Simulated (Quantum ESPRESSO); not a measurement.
# Band energies of Li

```
Li
1.0
    0.00000     2.16683     2.16683
    2.16683     0.00000     2.16683
    2.16683     2.16683     0.00000
Li
1
Direct
  0.00000   0.00000   0.00000
```

PBEsol (Quantum ESPRESSO, PseudoDojo norm-conserving, 74 Ry, scalar-relativistic); path ΓXWKΓLUWLK,UX; energies in eV from the Fermi level.

```csv
k (1/Å),point,band 1,band 2,band 3,band 4,band 5
0.00,Γ,-45.97,-3.56,14.38,14.38,14.38
0.33,,-45.96,-3.25,12.70,12.70,14.35
0.78,,-45.95,-1.82,10.03,10.03,11.22
1.23,,-45.94,0.65,5.92,8.61,8.61
1.45,X,-45.94,1.53,4.68,8.43,8.43
1.57,,-45.94,1.58,4.66,7.86,8.45
2.05,,-45.94,2.89,4.19,4.40,8.67
2.17,W,-45.94,3.49,3.49,4.38,8.69
2.56,,-45.94,2.57,3.10,6.20,9.18
2.69,K,-45.94,2.51,3.05,6.39,9.36
2.89,,-45.94,1.49,3.45,6.89,10.23
3.30,,-45.95,-1.14,6.25,8.72,12.61
3.71,,-45.96,-2.82,10.19,11.29,14.41
4.02,,-45.96,-3.44,13.40,13.52,14.43
4.23,Γ,-45.97,-3.56,14.38,14.38,14.38
4.42,,-45.96,-3.46,13.22,14.14,14.14
4.80,,-45.96,-2.61,8.53,13.21,13.21
5.09,,-45.95,-1.46,5.35,12.79,12.79
5.48,L,-45.95,-0.02,2.90,12.65,12.65
5.88,,-45.94,0.56,3.06,9.87,11.14
6.17,,-45.94,1.75,3.16,7.14,9.90
6.37,U,-45.94,2.51,3.05,6.39,9.36
6.57,,-45.94,2.67,3.19,5.91,9.01
6.88,W,-45.94,3.49,3.49,4.38,8.69
6.97,,-45.94,3.13,3.47,4.80,8.74
7.25,,-45.94,1.56,3.29,7.29,9.49
7.63,,-45.95,0.27,2.99,11.21,11.51
7.91,L,-45.95,-0.02,2.90,12.65,12.65
8.00,,-45.95,0.01,2.91,12.48,12.52
8.26,,-45.95,0.45,3.04,10.28,11.34
8.62,,-45.94,1.85,3.15,7.01,9.83
8.79,K,-45.94,2.51,3.05,6.39,9.36
8.79,U,-45.94,2.51,3.05,6.39,9.36
8.90,,-45.94,2.16,3.77,6.36,9.03
9.31,X,-45.94,1.53,4.68,8.43,8.43
```

A metal at this level: along this path band 2 crosses the Fermi level.

Geometry of the Materials Project entry, not relaxed at this level.

This is not the ordinary phase of the substance.
